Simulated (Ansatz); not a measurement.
Relaxed GaSb (zinc blende):

```xyz
2
Lattice="0.0000 3.0557 3.0557 3.0557 0.0000 3.0557 3.0557 3.0557 0.0000" Properties=species:S:1:pos:R:3 pbc="T T T"
Sb     4.5836     4.5836     4.5836
Ga     0.0000     0.0000     0.0000
```

In this cell atom 1 (Sb, nearest neighbour Ga at 2.646 Å; its periodic images, 4.3 Å or more away, move with it) is moved by s along Cartesian z, unit vector (0.000, 0.000, 1.000); all other atoms and the cell stay fixed.

These are PBEsol (plane waves to 420 eV, PAW, scalar-relativistic; Ansatz, a program for electronic structure) values and carry that method's errors. k mesh 11×11×11 (Γ-centred), Fermi-Dirac smearing 0.05 eV. Energies are smeared free energies. With partly filled bands, energies and forces of such displacements shift with the k mesh and the smearing. At this level the bands of GaSb touch or barely overlap; measurements give the solid a gap. GaSb was relaxed with its symmetry unable to fall. Spin-orbit coupling is left out, though Sb is heavy. The zero of ΔE is the undisplaced structure. The last digit holds for this mesh only.

```json
[
 {"s (Å)": "-0.530", "ΔE (meV/cell)": "withheld"},
 {"s (Å)": "-0.424", "ΔE (meV/cell)": "654.9"},
 {"s (Å)": "-0.318", "ΔE (meV/cell)": "380.3"},
 {"s (Å)": "-0.212", "ΔE (meV/cell)": "172.8"},
 {"s (Å)": "-0.106", "ΔE (meV/cell)": "44.0"},
 {"s (Å)": "0.000", "ΔE (meV/cell)": "0.0"},
 {"s (Å)": "0.106", "ΔE (meV/cell)": "44.0"},
 {"s (Å)": "0.212", "ΔE (meV/cell)": "172.8"},
 {"s (Å)": "0.318", "ΔE (meV/cell)": "380.3"},
 {"s (Å)": "0.424", "ΔE (meV/cell)": "654.9"},
 {"s (Å)": "0.530", "ΔE (meV/cell)": "withheld"}
]
```

Problem. Fit an even polynomial form (powers 2, 4) to the given rows and predict ΔE at s = -0.530.

Solution. Least squares on the 9 given rows: ΔE = (3913)·s² + (-1503)·s⁴, in meV/cell with s in Å; root-mean-square residual 0.11 meV/cell. At -0.530 the fit gives 980.6 meV/cell; the calculation gives 983.2 meV/cell, so the extrapolation is off by -2.6 (-0.3 %). The quadratic term alone would give 1099.2 meV/cell.

(A displaced cell: forces are minus the slopes of the energy, force constants its curvatures, and phonons follow from these.)
